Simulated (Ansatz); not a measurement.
CdS:
```cif
data_Cd2S2
_chemical_formula_sum 'Cd2 S2'
_space_group_name_H-M_alt 'P63mc'
_space_group_IT_number 186
_space_group_name_Hall 'P 6c -2c'
_cell_length_a 4.12396
_cell_length_b 4.12396
_cell_length_c 6.70929
_cell_angle_alpha 90.000
_cell_angle_beta 90.000
_cell_angle_gamma 120.000
loop_
_atom_site_label
_atom_site_type_symbol
_atom_site_symmetry_multiplicity
_atom_site_Wyckoff_symbol
_atom_site_fract_x
_atom_site_fract_y
_atom_site_fract_z
_atom_site_occupancy
Cd1 Cd 2 b 0.66667 0.33333 0.00088 1
S1 S 2 b 0.33333 0.66667 0.12432 1
```

Relaxed with PBEsol. DFT-PBEsol in the program Ansatz with PAW potentials gives a gap of 1.09 eV.

Task: What gap does HSE06 give on the same cell (Ansatz, PAW)?

Result: 2.26 eV, 1.17 eV more. The hybrid was solved on a coarser mesh and at special points; its gap is the smallest among all of these.

```json
[
 {"k": "Γ", "v1 PBEsol": "0.00", "c1 PBEsol": "1.09", "v1 HSE06": "0.00", "c1 HSE06": "2.26"},
 {"k": "A", "v1 PBEsol": "-0.40", "c1 PBEsol": "2.76", "v1 HSE06": "?", "c1 HSE06": "?"},
 {"k": "K", "v1 PBEsol": "-1.70", "c1 PBEsol": "4.49", "v1 HSE06": "?", "c1 HSE06": "?"},
 {"k": "H", "v1 PBEsol": "-1.15", "c1 PBEsol": "4.30", "v1 HSE06": "?", "c1 HSE06": "?"},
 {"k": "M", "v1 PBEsol": "-0.78", "c1 PBEsol": "3.63", "v1 HSE06": "-0.82", "c1 HSE06": "4.88"},
 {"k": "L", "v1 PBEsol": "-1.37", "c1 PBEsol": "3.36", "v1 HSE06": "?", "c1 HSE06": "?"}
]
```

Task: Top valence (v1) and lowest conduction level (c1) in eV from each method's valence maximum (which need not be a listed point): supply the withheld HSE06 values.

Result: 
- L, v1 HSE06: -1.43
- L, c1 HSE06: 4.52
- A, v1 HSE06: -0.43
- A, c1 HSE06: 3.96
- K, v1 HSE06: -1.79
- K, c1 HSE06: 5.56
- H, v1 HSE06: -1.21
- H, c1 HSE06: 5.56

Cost on shared cores: the PBEsol run (SCF on a 8×8×4 mesh, then bands and DOS) around 70 core-seconds (rough), the HSE06 run (SCF on 6×6×3, then a few points) roughly 5 core-minutes; the tasks are unlike.

Space group P6_3mc (wurtzite). The cell was relaxed with PBEsol under the symmetry of its start. Spin–orbit coupling is left out wherever it is not named.

Potentials: the later of the program's two PAW sets.
